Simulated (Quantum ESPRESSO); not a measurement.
## SnRu2Hf2Pd2Os (one run as intended and one with a planted mistake)

Simulated, not a measurement. The program is pw.x of Quantum ESPRESSO 7.5 (plane-wave density functional theory). The cell is made up: eight metal atoms on a face-centred cubic lattice, with elements, volume, strain and displacements drawn at random and not relaxed, so it may be unstable or far from any real phase. PseudoDojo standard norm-conserving files set the functional (PBE unless stated); there is no spin polarisation or spin-orbit coupling, the Fermi-Dirac width of 0.25 eV means electrons at about 2900 K, and the masses in the input are unused placeholders. The tin pseudopotential is less sure than most, with forces differing by about three percent from a second method on plain tin. Heavy elements are run without spin-orbit coupling, which real alloys of them have. A spin test at this wide smearing found no moment, but such smearing suppresses magnetism that the real alloy may have.

Intended input:

```
&control calculation='scf', pseudo_dir='./dojo.nc.sr.pbe.v0_5.standard.upf', outdir='./o', disk_io='minimal', tprnfor=.true., tstress=.true. /
&system ibrav=0, nat=8, ntyp=5, nbnd=78, ecutwfc=84.00895049, nosym=.true., tot_charge=0,
 occupations='smearing', smearing='fd', degauss=0.0183746611
/
&electrons conv_thr=1.470e-08, electron_maxstep=70, mixing_beta=0.5 /
ATOMIC_SPECIES
Hf 1.0 Hf.upf
Os 1.0 Os.upf
Pd 1.0 Pd.upf
Ru 1.0 Ru.upf
Sn 1.0 Sn.upf
CELL_PARAMETERS angstrom
-0.012 2.1424 2.0979
-4.1779 4.2909 -4.1781
-4.2461 -4.301 4.2361
ATOMIC_POSITIONS angstrom
Sn -0.0272 -0.0966 -0.1616
Ru -4.3436 -2.0933 2.2572
Hf -4.2076 -0.0809 0.0368
Pd -4.1075 1.9812 -2.0338
Ru -2.1552 -0.0908 2.0577
Hf -2.0612 2.0533 0.0847
Pd -6.4543 0.0166 2.2556
Os -6.349 2.1802 -0.0794
K_POINTS automatic
8 4 4 1 1 1
```

The log is shortened where brackets say so; the opening notice, blank lines, dates and the lines on written files are dropped, and the path of the files is cut. It prints rydbergs, bohrs and kilobars, and counts compression as positive stress. Its total energy is the free energy E - TS of the whole cell.

Log of the intended run:

```
     Program PWSCF v.7.5
     Parallel version (MPI & OpenMP), running on       4 processor cores
     Number of MPI processes:                 4
     Threads/MPI process:                     1
     [start-up lines left out]
     bravais-lattice index     =            0
     lattice parameter (alat)  =       5.6664  a.u.
     unit-cell volume          =    1024.6779 (a.u.)^3
     number of atoms/cell      =            8
     number of atomic types    =            5
     number of electrons       =       122.00
     number of Kohn-Sham states=           78
     kinetic-energy cutoff     =      84.0090  Ry
     charge density cutoff     =     336.0358  Ry
     scf convergence threshold =      1.5E-08
     mixing beta               =       0.5000
     number of iterations used =            8  plain     mixing
     Exchange-correlation= PBE
                           (   1   4   3   4   0   0   0)
     [axes and pseudopotential details left out]
   Cartesian axes
     site n.     atom                  positions (alat units)
         1        Sn     tau(   1) = (  -0.0090711  -0.0322157  -0.0538930  )
         2        Ru     tau(   2) = (  -1.4485745  -0.6981078   0.7527679  )
         3        Hf     tau(   3) = (  -1.4032190  -0.0269799   0.0122727  )
         4        Pd     tau(   4) = (  -1.3698361   0.6607229  -0.6782648  )
         5        Ru     tau(   5) = (  -0.7187512  -0.0302815   0.6862353  )
         6        Hf     tau(   6) = (  -0.6874026   0.6847680   0.0282471  )
         7        Pd     tau(   7) = (  -2.1524852   0.0055360   0.7522343  )
         8        Os     tau(   8) = (  -2.1173680   0.7270886  -0.0264796  )
     number of k points=    64  Fermi-Dirac smearing, width (Ry)=  0.0184
                       cart. coord. in units 2pi/alat
        k(    1) = (  -0.0887371   0.0438436   0.0440503), wk =   0.0312500
        k(    2) = (  -0.1773703   0.0003246   0.0879853), wk =   0.0312500
     [further k points left out]
     Dense  grid:   106657 G-vectors     FFT dimensions: (  36,  81,  81)
     Estimated max dynamical RAM per process >     463.41 MB
     Estimated total dynamical RAM >       1.73 GB
     Initial potential from superposition of free atoms
     starting charge     121.9926, renormalised to     122.0000
     Starting wfcs are   77 randomized atomic wfcs +    1 random wfcs
     total cpu time spent up to now is        4.4 secs
     per-process dynamical memory:   364.8 Mb
     Self-consistent Calculation
     iteration #  1     ecut=    84.01 Ry     beta= 0.50
     Davidson diagonalization with overlap
     ethr =  1.00E-02,  avg # of iterations =  3.0
     total cpu time spent up to now is       16.9 secs
     total energy              =   -1515.36237943 Ry
     estimated scf accuracy    <      24.70562499 Ry
     iteration #  2     ecut=    84.01 Ry     beta= 0.50
     Davidson diagonalization with overlap
     ethr =  1.00E-02,  avg # of iterations =  5.0
     total cpu time spent up to now is       34.1 secs
     total energy              =   -1514.29853163 Ry
     estimated scf accuracy    <     214.69691140 Ry
     [iterations 3 to 20 left out]
     iteration # 21     ecut=    84.01 Ry     beta= 0.50
     Davidson diagonalization with overlap
     ethr =  4.75E-11,  avg # of iterations =  2.0
     total cpu time spent up to now is      241.3 secs
     total energy              =   -1531.88791843 Ry
     estimated scf accuracy    <       0.00000014 Ry
     iteration # 22     ecut=    84.01 Ry     beta= 0.50
     Davidson diagonalization with overlap
     ethr =  4.75E-11,  avg # of iterations =  1.0
     total cpu time spent up to now is      251.4 secs
     End of self-consistent calculation
     [lines on levels left out]
!    total energy              =   -1531.88791843 Ry
     estimated scf accuracy    <       0.00000001 Ry
     smearing contrib. (-TS)   =      -0.14306738 Ry
     internal energy E=F+TS    =   -1531.74485105 Ry
     The total energy is F=E-TS. E is the sum of the following terms:
     one-electron contribution =    -459.91583748 Ry
     hartree contribution      =     295.13023307 Ry
     xc contribution           =    -294.79883903 Ry
     ewald contribution        =   -1072.16040761 Ry
     convergence has been achieved in  22 iterations
     Forces acting on atoms (cartesian axes, Ry/au):
     atom    1 type  5   force =     0.09220040   -0.01890814    0.05979028
     atom    2 type  4   force =     0.04077434   -0.01492709   -0.00083257
     atom    3 type  1   force =    -0.08118772   -0.03395860    0.03939447
     atom    4 type  3   force =    -0.03265418   -0.01185288    0.02091646
     atom    5 type  4   force =    -0.01908878   -0.00219427   -0.00128379
     atom    6 type  1   force =    -0.02793050    0.05860022   -0.08871349
     atom    7 type  3   force =     0.02343288   -0.00259116   -0.01094518
     atom    8 type  2   force =     0.00445356    0.02583192   -0.01832617
     Total force =     0.198529     Total SCF correction =     0.000445
     Computing stress (Cartesian axis) and pressure
          total   stress  (Ry/bohr**3)                   (kbar)     P=     -131.54
  -0.00091564   0.00003870   0.00009530         -134.70        5.69       14.02
   0.00003870  -0.00094662   0.00032808            5.69     -139.25       48.26
   0.00009530   0.00032808  -0.00082032           14.02       48.26     -120.67
     init_run     :      4.10s CPU      4.31s WALL (       1 calls)
     electrons    :    241.53s CPU    246.99s WALL (       1 calls)
     forces       :      2.34s CPU      2.36s WALL (       1 calls)
     stress       :      8.08s CPU      8.23s WALL (       1 calls)
     [timing details left out]
     PWSCF        :   4m16.15s CPU   4m21.99s WALL
     JOB DONE.
```

A second run has one planted mistake: two atoms have their elements exchanged. The input lines that differ:

```
- Pd -4.1075 1.9812 -2.0338
+ Os -4.1075 1.9812 -2.0338
- Os -6.349 2.1802 -0.0794
+ Pd -6.349 2.1802 -0.0794
```

Its log:

```
     Program PWSCF v.7.5
     Parallel version (MPI & OpenMP), running on       4 processor cores
     Number of MPI processes:                 4
     Threads/MPI process:                     1
     [start-up lines left out]
     bravais-lattice index     =            0
     lattice parameter (alat)  =       5.6664  a.u.
     unit-cell volume          =    1024.6779 (a.u.)^3
     number of atoms/cell      =            8
     number of atomic types    =            5
     number of electrons       =       122.00
     number of Kohn-Sham states=           78
     kinetic-energy cutoff     =      84.0090  Ry
     charge density cutoff     =     336.0358  Ry
     scf convergence threshold =      1.5E-08
     mixing beta               =       0.5000
     number of iterations used =            8  plain     mixing
     Exchange-correlation= PBE
                           (   1   4   3   4   0   0   0)
     [axes and pseudopotential details left out]
   Cartesian axes
     site n.     atom                  positions (alat units)
         1        Sn     tau(   1) = (  -0.0090711  -0.0322157  -0.0538930  )
         2        Ru     tau(   2) = (  -1.4485745  -0.6981078   0.7527679  )
         3        Hf     tau(   3) = (  -1.4032190  -0.0269799   0.0122727  )
         4        Os     tau(   4) = (  -1.3698361   0.6607229  -0.6782648  )
         5        Ru     tau(   5) = (  -0.7187512  -0.0302815   0.6862353  )
         6        Hf     tau(   6) = (  -0.6874026   0.6847680   0.0282471  )
         7        Pd     tau(   7) = (  -2.1524852   0.0055360   0.7522343  )
         8        Pd     tau(   8) = (  -2.1173680   0.7270886  -0.0264796  )
     number of k points=    64  Fermi-Dirac smearing, width (Ry)=  0.0184
                       cart. coord. in units 2pi/alat
        k(    1) = (  -0.0887371   0.0438436   0.0440503), wk =   0.0312500
        k(    2) = (  -0.1773703   0.0003246   0.0879853), wk =   0.0312500
     [further k points left out]
     Dense  grid:   106657 G-vectors     FFT dimensions: (  36,  81,  81)
     Estimated max dynamical RAM per process >     463.41 MB
     Estimated total dynamical RAM >       1.73 GB
     Initial potential from superposition of free atoms
     starting charge     121.9926, renormalised to     122.0000
     Starting wfcs are   77 randomized atomic wfcs +    1 random wfcs
     total cpu time spent up to now is        4.6 secs
     per-process dynamical memory:   364.8 Mb
     Self-consistent Calculation
     iteration #  1     ecut=    84.01 Ry     beta= 0.50
     Davidson diagonalization with overlap
     ethr =  1.00E-02,  avg # of iterations =  3.0
     total cpu time spent up to now is       17.5 secs
     total energy              =   -1515.90245842 Ry
     estimated scf accuracy    <      24.03011063 Ry
     iteration #  2     ecut=    84.01 Ry     beta= 0.50
     Davidson diagonalization with overlap
     ethr =  1.00E-02,  avg # of iterations =  4.1
     total cpu time spent up to now is       33.8 secs
     total energy              =   -1519.79965394 Ry
     estimated scf accuracy    <     161.04855049 Ry
     [iterations 3 to 20 left out]
     iteration # 21     ecut=    84.01 Ry     beta= 0.50
     Davidson diagonalization with overlap
     ethr =  1.03E-10,  avg # of iterations =  1.3
     total cpu time spent up to now is      239.2 secs
     total energy              =   -1531.90509475 Ry
     estimated scf accuracy    <       0.00000003 Ry
     iteration # 22     ecut=    84.01 Ry     beta= 0.50
     Davidson diagonalization with overlap
     ethr =  2.78E-11,  avg # of iterations =  1.3
     total cpu time spent up to now is      249.0 secs
     End of self-consistent calculation
     [lines on levels left out]
!    total energy              =   -1531.90509476 Ry
     estimated scf accuracy    <          1.6E-09 Ry
     smearing contrib. (-TS)   =      -0.13273879 Ry
     internal energy E=F+TS    =   -1531.77235596 Ry
     The total energy is F=E-TS. E is the sum of the following terms:
     one-electron contribution =    -459.49376096 Ry
     hartree contribution      =     294.91655202 Ry
     xc contribution           =    -294.80775292 Ry
     ewald contribution        =   -1072.38739411 Ry
     convergence has been achieved in  22 iterations
     Forces acting on atoms (cartesian axes, Ry/au):
     atom    1 type  5   force =     0.08264604   -0.02408625    0.06413734
     atom    2 type  4   force =     0.01535469    0.00430488   -0.01773334
     atom    3 type  1   force =    -0.06705395   -0.02151785    0.02541109
     atom    4 type  2   force =    -0.02628354   -0.01993215    0.03204337
     atom    5 type  4   force =    -0.00396998    0.00294834   -0.00673135
     atom    6 type  1   force =    -0.03857513    0.06250441   -0.09375580
     atom    7 type  3   force =     0.01385196   -0.01108120   -0.00323738
     atom    8 type  3   force =     0.02402992    0.00685982   -0.00013392
     Total force =     0.187129     Total SCF correction =     0.000264
     Computing stress (Cartesian axis) and pressure
          total   stress  (Ry/bohr**3)                   (kbar)     P=     -131.64
  -0.00081089   0.00002449   0.00008983         -119.29        3.60       13.21
   0.00002449  -0.00101484   0.00035825            3.60     -149.29       52.70
   0.00008983   0.00035825  -0.00085891           13.21       52.70     -126.35
     init_run     :      4.33s CPU      4.53s WALL (       1 calls)
     electrons    :    238.80s CPU    244.34s WALL (       1 calls)
     forces       :      2.18s CPU      2.19s WALL (       1 calls)
     stress       :      7.70s CPU      7.84s WALL (       1 calls)
     [timing details left out]
     PWSCF        :   4m13.11s CPU   4m19.02s WALL
     JOB DONE.
```

```
                                            intended run  run with the mistake
                          free energy (eV)    -20842.397            -20842.631
         entropy term -TS, part of it (eV)        -1.947                -1.806
                            pressure (GPa)        -13.15                -13.16
size of the largest force component (eV/Å)         2.371                 2.411
largest change of a force component (eV/Å)                               0.654
                                iterations            22                    22
```

For scale, a rerun of the intended cell at a higher cutoff and on a denser mesh moved values by no more than 0.005 eV in energy, 0.04 GPa in stress and 0.004 eV/Å in force, and a second program with other atomic files agreed on that cell to 2 % rms in force and 0.5 GPa in pressure.